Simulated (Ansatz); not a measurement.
Na (bcc, W type)

```xyz
2
Lattice="-4.1968 4.1968 4.1968 2.0984 -2.0984 2.0984 2.0984 2.0984 -2.0984" Properties=species:S:1:pos:R:3 pbc="T T T"
Na     0.0000     0.0000     0.0000
Na    -2.0984     2.0984     2.0984
```

In this cell atom 1 (Na, nearest neighbour Na at 3.635 Å; its periodic images, 3.6 Å or more away, move with it) is moved by s along Cartesian x, unit vector (1.000, 0.000, 0.000); all other atoms and the cell stay fixed.

Method: PBE (plane waves to 420 eV, PAW, scalar-relativistic; Ansatz, a first-principles code). k mesh 13×13×13 (Γ-centred), Fermi-Dirac smearing 0.05 eV. Energies are smeared free energies. With partly filled bands, energies and forces of such displacements shift with the k mesh and the smearing. Na was relaxed with its symmetry unable to fall. The PAW data are Ansatz's earlier set. ΔE is measured from the undisplaced structure. The last digit holds for this mesh only.

| s (Å) | ΔE (meV/cell) |
|---|---|
| -1.090 | 156.5 |
| -0.872 | 107.8 |
| -0.654 | 64.0 |
| -0.436 | 29.6 |
| -0.218 | 7.6 |
| 0.000 | 0.0 |
| 0.218 | 7.6 |
| 0.436 | 29.6 |
| 0.654 | 64.0 |
| 0.872 | 107.8 |
| 1.090 | 156.5 |

**Question.** What force constant k = d²E/ds² at s = 0 does the table give?

**Answer.** 0.3 eV/Å². It is the second difference of the nearest points, corrected with the next pair.

**Question.** With k = 0.32 eV/Å² from the forces, is the well harmonic out to s = 1.090 Å?

**Answer.** ½ks² = 190 meV/cell against the computed 156 meV/cell, so the well is softer than harmonic there.

(A displaced cell: forces are minus the slopes of the energy, force constants its curvatures, and phonons follow from these.)
